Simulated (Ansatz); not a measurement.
Theory: DFT PBE, scalar-relativistic, plane waves, PAW (Ansatz). Settings: cutoff 420 eV, Γ-centred meshes spaced at most about 0.3 Å⁻¹, and about 0.25 Å⁻¹ or finer for metals (2π included), Gaussian smearing. Collinear spin in cells that started with moments and kept them past the coarse steps, no spin elsewhere.

Temperature and zero-point effects are left out. All come from trial cells, and lower structures may exist.

Question: These unrelaxed guesses for TiIn2Te3 are each relaxed within their symmetry. Order them by the energy at which they end, lowest first.
A.

```
Ti In Te
1.0
     6.36725    0.00000    0.00000
    -3.18363    5.51420    0.00000
     0.00000    0.00000    4.47217
Ti In Te
1 2 3
Direct
  0.00000 0.00000 0.88881
  0.66667 0.33333 0.96314
  0.33333 0.66667 0.96314
  0.50000 0.50000 0.45952
  0.50000 0.00000 0.45952
  0.00000 0.50000 0.45952
```

B.

```
Ti In Te
1.0
     7.06958    0.00000    0.00000
    -3.53479    6.12243    0.00000
     0.00000    0.00000    3.70920
Ti In Te
1 2 3
Cartesian
  0.0000 0.0000 1.8546
  3.5348 2.0408 1.8546
  0.0000 4.0816 1.8546
  -1.7674 3.0612 0.0000
  1.7674 3.0612 0.0000
  3.5348 0.0000 0.0000
```

Answer: A (ends in P6/mmm, 0 meV/atom), B (ends in P6/mmm, 236 meV/atom). Even the lowest end lies +0.30 eV/atom against the elements.

Spin–orbit coupling, which can matter for Te, is left out. The magnetic state reached may not be the lowest. Cells relaxed within their symmetry can be saddle points. Some candidate types were left out of the draw beforehand, so a known form may be missing.
